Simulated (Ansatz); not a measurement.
Given:

Nb3Sn:
Space group Fm-3m (No. 225); a = 6.6333 Å, b = 6.6333 Å, c = 6.6333 Å, α = 90.00°, β = 90.00°, γ = 90.00°

```json
[
 {"atom": "Sn", "site": "4a", "symmetry": "m-3m", "x": "0.0000", "y": "0.0000", "z": "0.0000"},
 {"atom": "Nb", "site": "4b", "symmetry": "m-3m", "x": "0.5000", "y": "0.5000", "z": "0.5000"},
 {"atom": "Nb", "site": "8c", "symmetry": "-43m", "x": "0.2500", "y": "0.2500", "z": "0.2500"}
]
```
(The calculation used a cell of 4 atoms; values per cell refer to that cell.)

This is the PBEsol-relaxed structure.

Question: All from the program Ansatz at the PBEsol level (PAW), unless another level is named. Give the highest zone-centre frequency.

Answer: 227 cm⁻¹.

Question: Next, the bulk modulus (Birch–Murnaghan fit)?

Answer: 175 GPa.

The cell is a constructed one: a structure type filled with these elements; neither database checked (COD, Materials Project) lists it. It is not the phase usual at ambient conditions (space group No. 223). Symmetry was held in the PBEsol relaxation. At this level the phase is mechanically unstable. The run is not spin-polarised. As this level gives no gap, phonon frequencies hold no LO–TO term and depend on the k-mesh and smearing (Fermi–Dirac, 0.1 eV here). Spin–orbit coupling is left out wherever it is not named.

Potentials: the later of the program's two PAW sets.
